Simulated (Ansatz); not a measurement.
Consider a crystal of Cd₄Te in space group Pm-3m (No. 221), with Cd on 3c and 1a; Te on 1b.

Computed with Ansatz, DFT PBE, scalar-relativistic, plane waves, PAW. Cutoff 420 eV, Γ-centred mesh, Gaussian smearing, no spin polarisation.

Energies over the elements count from the elements' standard structures at the same level, with no fitted energy shifts.

Question: Predict the relaxed structure.

Answer:

Space group Pm-3m (No. 221). a = 5.818 Å, b = 5.818 Å, c = 5.818 Å, α = 90.00°, β = 90.00°, γ = 90.00°
| atom | site | symmetry | x | y | z |
| --- | --- | --- | --- | --- | --- |
| Cd | 3c | 4/mm.m | 0.0000 | 0.5000 | 0.5000 |
| Cd | 1a | m-3m | 0.0000 | 0.0000 | 0.0000 |
| Te | 1b | m-3m | 0.5000 | 0.5000 | 0.5000 |

Cd on a site of symmetry 4/mmm is surrounded by 2 Te at 2.91 Å and 12 Cd at 4.11 Å; Cd on a site of symmetry m-3m has 12 Cd at 4.11 Å (long contacts); Te is surrounded by 6 Cd at 2.91 Å.

Question: Where does its energy lie, and is it a metal?

Answer: The energy over the elements is +0.37 eV/atom and the gap on the 6×6×6 mesh of the 5-atom cell is 0 eV (a metal). A positive value: parting into the elements would lower its energy.

The last run used Gaussian smearing of 0.10 eV. These runs have no spin–orbit coupling, which can matter for Te. The reference form of Te is held partly by dispersion forces, which this level lacks. A structure relaxed within its symmetry needn't be a true minimum. Another cell of Cd4Te relaxed alike, in I4/m, lies 0.32 eV/atom lower, so this cell isn't the stable form at this level.
